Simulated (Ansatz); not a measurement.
In (diamond, space group No. 227) at seven volumes, plane-wave PAW PBE (Ansatz code), scaled uniformly. One row is withheld.

| V (Å³/atom) | P (GPa) |
|---|---|
| 34.763 | 2.60 |
| 35.909 | 1.59 |
| 37.055 | 0.71 |
| 38.201 | 0.00 |
| 39.347 | -0.56 |
| 40.493 | ? |
| 41.639 | -1.49 |

**Question.** Fit the shown pressures and predict the withheld one.

**Answer.** Third-order Birch–Murnaghan: P = (3/2)B₀(x^(7/2) − x^(5/2))[1 + (3/4)(B′ − 4)(x − 1)] with x = (V₀/V)^(2/3). Least squares on the six rows gives V₀ = 38.223 Å³/atom, B₀ = 21.55 GPa, B′ = 5.08. At V = 40.493, x = 0.9623 and P = -1.07 GPa. The run itself gave -1.06 GPa.

Space group Fd-3m (diamond). The start of the workflow was typed in or built on a structure type; neither database checked (COD, Materials Project) lists it. It is not the phase usual at ambient conditions (space group No. 139). Symmetry was held in the PBE relaxation; its stability against distortions is not shown here.

Potentials: the later of the program's two PAW sets.
